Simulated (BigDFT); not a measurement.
Set-up for a self-consistent single point of Si(AsH2)2(H)2 (As2H6Si).

SMILES: [AsH2][SiH2][AsH2]
```xyz
9

Si    -0.1512    -0.9495     0.2227
As     1.8136    -0.2394    -0.8556
As    -1.7488     0.6899     0.7492
H      0.2136    -1.6636     1.4626
H     -0.8003    -1.9709    -0.6257
H      1.1978     1.0759    -1.2450
H      2.3307     0.4055     0.4012
H     -0.7490     1.8039     0.5922
H     -2.1063     0.8482    -0.7018
```
Charge 0, spin multiplicity 1.

Level of theory: LDA (Teter-Pade), Daubechies wavelet basis, HGH (Krack) norm-conserving potentials made for LDA, isolated boundary conditions, implicit solvent (sccs cavity) (BigDFT).

BigDFT settings:

| setting | value |
|---|---|
| basis | Daubechies wavelets |
| dft.hgrids | 0.33 bohr |
| dft.rmult | 5 8 |
| dft.ixc | 1 |
| potentials | built-in HGH-K LDA |
| boundary_conditions | free |
| dft.gnrm_cv | 1e-04 |
| dft.itermax | 80 |
| dft.idsx | 6 |
| dft.nrepmax | 3 |
| psolver.environment.cavity | sccs |
| psolver.environment.epsilon | 24.9 |

### Question
Estimate, at this level of theory: largest force (vector length), dipole moment and highest occupied level.

### Answer
The run gave:

- Largest force (vector length): 0.356 eV/Å
- Dipole moment: 0.57 D
- Highest occupied level: -6.00 eV

For comparison: a first run (DFT, LDA (Teter-Pade), Daubechies wavelet basis, HGH (Krack) norm-conserving potentials made for LDA, isolated boundary conditions) was changed to give this one (psolver.environment.cavity: default → sccs; psolver.environment.epsilon: default → 24.9), and from it to this one the largest force goes from 0.411 to 0.356 eV/Å.

The grid can part forces that symmetry would make equal. The geometry comes from a cheaper method or was typed, in some cases with atoms then moved at random; it is not relaxed at this level, and the species need not be a known compound. A coarse multiplier of 5 or less cuts the tails of heavy atoms' orbitals, which raises levels.

Cost on one core: roughly 2.4 core-minutes.
